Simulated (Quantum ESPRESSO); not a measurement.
Si$_{7}$As (made-up cell) (calculated)

All values are calculated (Quantum ESPRESSO 7.5). Calculation on a made-up crystal cell, not a measurement: periodic Kohn-Sham density functional theory in plane waves with PseudoDojo standard norm-conserving scalar-relativistic pseudopotentials, each functional with its own files (v0.5 for PBE, v0.4.1 for LDA and PBEsol), no spin polarisation, no spin-orbit coupling, atoms not relaxed, stress positive in tension, energies less a fixed whole-eV offset for each atom's element; levels are Kohn-Sham levels at fractions of this cell's reciprocal vectors, counted from the reference band (half the neutral cell's valence electrons, rounded up) at Gamma; error bars cover cutoff and k-mesh only, not smearing or the files; added strain carries the atoms with the cell, and shear is the tensor component; each bar is the largest change over components, and at least 0.002 eV, 0.002 eV per angstrom or 0.02 GPa; energies are for the whole cell, and the offsets were chosen from early runs and are not element reference energies.

Entry: Si$_{7}$As (made-up cell)

Unstrained structure:
```
Si7As
1.0
      5.4501     0.0309    -0.0106
      0.0309     5.4322     0.0827
     -0.0106     0.0827     5.4324
Si As Si
4 1 3
Direct
  -0.00791 0.02556 -0.01340
  -0.01528 0.49789 0.48886
  0.49062 0.01732 0.49773
  0.51360 0.50943 -0.00583
  0.22824 0.25907 0.25939
  0.25738 0.75457 0.77020
  0.75320 0.25087 0.74077
  0.75368 0.76384 0.25740
```

* lattice type: zincblende/diamond
* functional: pbe
* cutoff: 1143 eV
* fermi dirac smearing: 0.1 eV
* scf tolerance: 1e-07 eV
* electrons removed: 0
* added strain kind: biaxial xx and yy
* added strain: -0.0018
* k mesh: 6 x 6 x 6, shifted by half a step
* structure shown: before the added strain of -0.0018
* free energy less offsets: 1.1 eV
* smearing term minus ts: -0.07159 eV
* scf iterations: 10
* pressure: 4.092 GPa
* stress xx: -4.528 GPa
* stress yy: -3.654 GPa
* stress zz: -4.094 GPa
* stress yz: 3.543 GPa
* stress xz: -2.319 GPa
* stress xy: 4.874 GPa
* fermi level: 0.9093 eV
* reference band: 22
* error bar energy: 0.009904 eV
* error bar stress: 0.1214 GPa
* error bar force: 0.0187 eV/Å
* error bar next band up: 0.002 eV
* error bar fermi level: 0.01415 eV
* error bars from: tighter rerun of a related cell

Atoms:
```tsv
atoms element	atom site	atom energy offset (eV)
Si	1	-115
Si	2	-115
Si	3	-115
Si	4	-115
As	5	-2887
Si	6	-115
Si	7	-115
Si	8	-115
```

Forces:
```tsv
site	x (eV/Å)	y (eV/Å)	z (eV/Å)
1	0.5343	-2.156	0.8119
2	0.4792	1.653	2.052
3	0.8095	-1.482	1.047
4	0.7256	-0.1786	0.7227
5	0.9068	0.2079	-1.548
6	-1.183	0.4642	-1.534
7	-1.479	0.8139	-0.5296
8	-0.7938	0.6777	-1.022
```

Levels:
```tsv
level k point	next band up (eV)
Gamma	0.3344
(1/2,1/2,1/2)	1.204
(0.15,0,0)	0.6225
(0,0.15,0)	0.6231
(0,0,0.15)	0.6387
```
